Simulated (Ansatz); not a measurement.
Te$_{2}$Mo:
```
CELL_PARAMETERS angstrom
      6.32330     0.00000     0.00000
      0.00000     3.49161     0.00000
     -0.56943     0.00000    14.30626
ATOMIC_POSITIONS crystal
  Te 0.56633 0.75000 0.35657
  Te 0.43367 0.25000 0.64343
  Te 0.58200 0.25000 0.10152
  Te 0.41800 0.75000 0.89848
  Te 0.09058 0.75000 0.14351
  Te 0.90942 0.25000 0.85649
  Mo 0.32049 0.75000 0.50701
  Mo 0.67951 0.25000 0.49299
  Te 0.06292 0.25000 0.39839
  Te 0.93708 0.75000 0.60161
  Mo 0.18082 0.25000 0.00725
  Mo 0.81918 0.75000 0.99275
```

Relaxed with r²SCAN+D4. Special points in fractions of this cell's reciprocal vectors: Γ (0.000, 0.000, 0.000); Z (0.000, 0.500, 0.000); D (0.000, 0.500, 0.500); B (0.000, 0.000, 0.500); A (-0.500, 0.000, 0.500); E (-0.500, 0.500, 0.500); C2 (-0.500, 0.500, 0.000); Y2 (-0.500, 0.000, 0.000).

### Question
List the band energies nearest the Fermi level at these points for DFT-r²SCAN+D4 in the program Ansatz with PAW potentials.

### Answer
In eV from the Fermi level; about four levels below and three above (degenerate sets whole), none deeper than 8.9 eV; points with the same levels are listed once.

```csv
k,below,above
Γ,-0.62 -0.42 -0.12 -0.10,0.03 0.65 0.87
Z,-1.62 -1.62 -1.56 -1.56,1.18 1.18 1.29 1.29
D,-1.64 -1.64 -1.60 -1.60,1.18 1.18 1.26 1.26
B,-0.18 -0.18 -0.05 -0.04,0.70 0.75 0.97
A,-0.92 -0.89 -0.67 -0.57,0.20 0.22 0.90
E,-1.08 -1.08 -1.03 -1.03,1.14 1.14 1.16 1.16
C2,-1.08 -1.08 -1.03 -1.03,1.14 1.14 1.18 1.18
Y2,-0.93 -0.89 -0.71 -0.67,0.17 0.20 0.92
```

Space group P2_1/m. The workflow started from an entry of the Crystallography Open Database (COD), which files this formula under 2 space groups. It is not the phase usual at ambient conditions (space group No. 194). The cell was relaxed with r²SCAN+D4 under the symmetry of its start; its stability against distortions is not shown here. No spin polarisation was allowed. Spin–orbit coupling is left out wherever it is not named.

Potentials: the earlier of the program's two PAW sets.
